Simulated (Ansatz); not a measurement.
Sn (beta-Sn type, space group I4_1/amd)

```xyz
2
Lattice="-2.9165 2.9165 1.5790 2.9165 -2.9165 1.5790 2.9165 2.9165 -1.5790" Properties=species:S:1:pos:R:3 pbc="T T T"
Sn     0.0000     2.9165     0.7895
Sn     0.0000     0.0000     0.0000
```

This relaxed cell (volume V₀) is scaled evenly in all directions, its shape held. Symmetry pins the atoms to their sites.

Calculation: PBEsol (plane waves to 420 eV, PAW, scalar-relativistic; Ansatz, an electronic-structure program). k mesh 17×17×17 (Γ-centred), Fermi-Dirac smearing 0.05 eV. The energy includes the smearing's −TS. Compression counts positive. With the shape held, the modulus is that of even scaling; a crystal free to change shape is softer. Sn was relaxed with its symmetry unable to fall. ΔE is measured from the relaxed starting cell. The last digit holds for this mesh only.

| V (Å³/atom) | ΔE (meV/atom) |
|---|---|
| 22.564 | 169.4 |
| 23.423 | 100.8 |
| 24.283 | 52.8 |
| 25.142 | 21.9 |
| 26.002 | 5.2 |
| 26.862 | 0.0 |
| 27.721 | 4.5 |
| 28.581 | 16.9 |
| 29.440 | withheld |
| 30.300 | 60.6 |
| 31.159 | 89.9 |

Task: Fit a third-order Birch-Murnaghan form (E₀, V₀, B₀, B₀′ free) to the given rows and predict ΔE at V = 29.440.

Result: Least squares on the 10 given rows: ΔE = E₀ + (9V₀B₀/16)·y²·[2 + (B₀′ − 4)y], y = (V₀/V)^(2/3) − 1, with V₀ = 26.865 Å³/atom, B₀ = 56.05 GPa (160.2 GPa = 1 eV/Å³; the term in eV is multiplied by 1000), B₀′ = 4.87, E₀ = -0.04 meV/atom; root-mean-square residual 0.06 meV/atom. At 29.440 the fit gives 36.1 meV/atom; the calculation gives 36.0 meV/atom, so the interpolation is off by 0.1 (+0.3 %). For the pressure the fit gives -4.1 GPa against the computed -4.1 GPa.

(A scan under strain: stresses follow from slopes of the energy per volume, elastic moduli from its curvatures.)
